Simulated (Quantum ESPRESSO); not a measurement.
ZnS is taken in the trigonal space group R3m, hexagonal axes (No. 160), Pearson symbol hR6. Cell: a = b = 3.8061 Å, c = 28.0558 Å, α = β = 90.00°, γ = 120.00°. S1 on 3a is coordinated by 4 Zn at 2.334–2.337 Å (tetrahedral). S2 on 3a sees 4 Zn at 2.331–2.335 Å (tetrahedral). S3 on 3a is coordinated by 4 Zn at 2.331 Å (tetrahedral). Zn1 on 3a is coordinated by 4 S at 2.333–2.337 Å (tetrahedral). Zn2 on 3a sees 4 S at 2.331 Å (tetrahedral). Zn3 on 3a sees 4 S at 2.334 Å (tetrahedral). (Neighbours: up to the widest gap in distance over summed covalent radii, below 1.35, at either atom; cation-cation contacts left out.)
(The calculation used a cell of 6 atoms; values per cell refer to that cell.)

The geometry is that of Materials Project entry mp-555763, symmetrised and not relaxed again.

Task: What does PBEsol (pw.x of Quantum ESPRESSO, ONCV potentials, without SOC) give for the electronic structure near the Fermi level?

Result: The PBEsol gap is direct, 2.06 eV at Γ. 

This is not the ordinary phase of the substance.
